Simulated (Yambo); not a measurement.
A G0W0@LDA run in Yambo for Sr₂GaSbO₆ (space group Fm-3m, No. 225) (2×2×2 Γ-centred k mesh, 201 bands and a 7 Ry block in the screening, 201 bands in G with the Bruneval-Gonze terminator, plasmon pole fitted at 27.2 eV) gives these matrix elements, in eV, at the band edges (Γ → Γ):

| state | E0 | <Vxc> | <Σx> | <Σc(E0)> | Z |
|---|---|---|---|---|---|
| valence edge | 0.000 | -19.905 | -25.565 | 4.910 | 0.779 |
| conduction edge | 0.552 | -16.767 | -12.555 | -3.396 | 0.823 |

Q: Solve the linearised quasiparticle equation for both states, give the gap, and say how exchange and correlation each act on it.

A: E = E0 + Z(Σx + Σc − Vxc). Valence: 0.000 + 0.779 × (-25.565 + (4.910) − (-19.905)) = -0.59 eV. Conduction: 0.552 + 0.823 × (-12.555 + (-3.396) − (-16.767)) = 1.22 eV. The gap is 1.81 eV, against 0.55 eV in LDA. Replacing Vxc by bare exchange alone would open it by 9.87 eV; correlation takes back 8.31 eV of that, and Z scales what is left. Nearest settings tried, and what they do to the gap: 161 bands in W, 161 bands in G: +64 meV; 6 Ry block (229 vectors against 307): -47 meV; 1×1×1 mesh: -32 meV. So the settings aren't converged at that level. The k mesh is coarse. Spin-orbit coupling is left out, which matters for elements this heavy: edges can move by tenths of an eV.

The standard potentials for Ga, Sb keep a d shell in the valence without the s and p states of that shell. In tests on such compounds this moved G0W0 gaps by up to about 0.9 eV, so absolute quasiparticle energies here are unreliable; differences between settings are what counts.

Geometry of the Materials Project entry, not relaxed at this level; primitive cell a = b = c = 5.6409 Å, α = β = γ = 60.00°.

The structure is a Materials Project entry; no match was found in the copy of COD used, and its stability was not checked.
